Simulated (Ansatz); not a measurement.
**CdH₆: stable or not**

The cell was found from a structure generator's guess, not taken from experiment.

Method: Ansatz, DFT PBE, scalar-relativistic, plane waves, PAW. Settings of the last relaxation (7-atom cell): 420 eV, 6×6×6 k points, Gaussian smearing of 0.02 eV, no spin polarisation.

Space group R-3:H (No. 148). a = 6.543 Å, b = 6.543 Å, c = 20.518 Å, α = 90.00°, β = 90.00°, γ = 120.00°
```json
{"atom": "Cd", "site": "3a", "symmetry": "-3.", "x": "0.0000", "y": "0.0000", "z": "0.0000"}
{"atom": "H", "site": "18f", "symmetry": "1", "x": "0.3044", "y": "0.1623", "z": "0.1505"}
```

The zero of energy is the elements' standard structures at the same level (H₂ as a molecule); no fitted shifts are applied.

Question: These tests were run: energy against the elements; phonons at Γ. What do they show?

Answer:

```
                       test                            result
energy against the elements                    +0.098 eV/atom
               phonons at Γ  imaginary modes down to 55i cm⁻¹
```

It fails 2 tests: energy against the elements and phonons at Γ. So it isn't even a local minimum.

Weakly bound directions are ill-defined at this level, which has no dispersion term. With hydrogen, zero-point motion can shift formation energies by some tens of meV/atom. The run for the phonons used a 6×6×6 k mesh.
